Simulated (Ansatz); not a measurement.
BeS:
```
CELL_PARAMETERS angstrom
      0.00000     2.43797     2.43797
      2.43797     0.00000     2.43797
      2.43797     2.43797     0.00000
ATOMIC_POSITIONS crystal
  S  0.75000 0.75000 0.75000
  Be 0.00000 0.00000 0.00000
```

Tensor components refer to the Cartesian frame of this cell.

Give the proper piezoelectric stress tensor with relaxed ions from the program Ansatz at the PBE level (PAW).

In C/m², rows x, y, z, Voigt columns; mesh uncertainty up to 0.00.
```
0.00  0.00  0.00  0.23  0.00  0.00
0.00  0.00  0.00  0.00  0.23  0.00
0.00  0.00  0.00  0.00  0.00  0.23
```

The elastic tensor of the same run (GPa):

|  | 1 | 2 | 3 | 4 | 5 | 6 |
|---|---|---|---|---|---|---|
| 1 | 157 | 60.8 | 60.8 | 0.0 | 0.0 | 0.0 |
| 2 | 60.8 | 157 | 60.8 | 0.0 | 0.0 | 0.0 |
| 3 | 60.8 | 60.8 | 157 | 0.0 | 0.0 | 0.0 |
| 4 | 0.0 | 0.0 | 0.0 | 82.4 | 0.0 | 0.0 |
| 5 | 0.0 | 0.0 | 0.0 | 0.0 | 82.4 | 0.0 |
| 6 | 0.0 | 0.0 | 0.0 | 0.0 | 0.0 | 82.4 |

Convert to strain constants d = e·S.

In pC/N:
```
0.0  0.0  0.0  2.8  0.0  0.0
0.0  0.0  0.0  0.0  2.8  0.0
0.0  0.0  0.0  0.0  0.0  2.8
```

Space group F-43m (zinc blende). Symmetry was held in the PBE relaxation; phonons on a q-mesh show no instability.

Potentials: the later of the program's two PAW sets.
